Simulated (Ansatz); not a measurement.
Property card for GdMg

GdMg:
```
CELL_PARAMETERS angstrom
      3.83468     0.00000     0.00000
      0.00000     3.83468     0.00000
      0.00000     0.00000     3.83468
ATOMIC_POSITIONS crystal
  Mg 0.50000 0.50000 0.50000
  Gd 0.00000 0.00000 0.00000
```
The run is spin-polarised; directions of the spins, atom by atom: 0 ↑.

Space group Pm-3m (No. 221), CsCl type; conventional cell a = 3.835 Å, b = 3.835 Å, c = 3.835 Å, α = 90.00°, β = 90.00°, γ = 90.00°.

Method: the program Ansatz at the r²SCAN level (PAW). The cell and atoms are relaxed at this level. Other levels are named where they apply.

**Cell and energy**

* **Volume per atom**: 28.19 Å³
* **Density**: 5.35 g/cm³
* **Formation energy from the elements (no fitted shifts)**: -0.088 eV/atom

**Electronic structure**

* **Electronic character**: metallic (no gap)
* **Density of states at the Fermi level**: 0.62 states/eV per atom (mean over ±0.08 eV)

**Magnetism**

Magnetic order: ferromagnetic
Net moment: 3.97 μB per atom

**Mechanics**

- Bulk modulus (Birch–Murnaghan fit): 41.4 GPa
- Pressure derivative B′: 3.4

**Charges**

Bader charges: Mg -0.59, Gd +0.59 e

The workflow started from an entry of the Crystallography Open Database (COD). Whether it is the stable phase at ambient conditions was not checked. The r²SCAN relaxation kept the symmetry of its start; whether a distortion lowers the energy is not shown. Magnetic state: ferromagnetic, chosen from 3 collinear starts compared on coarse meshes (ties went to the first, and starts can fall back to one state), not a proven ground state. The 4f shell is in the valence, and the state reached may lie above the lowest one. Other orbital occupations within this spin state were not tried. No Hubbard U is applied. The references are the lowest solids computed at this level, not always the standard phases. Spin–orbit coupling is left out wherever it is not named.

Potentials: the later of the program's two PAW sets.
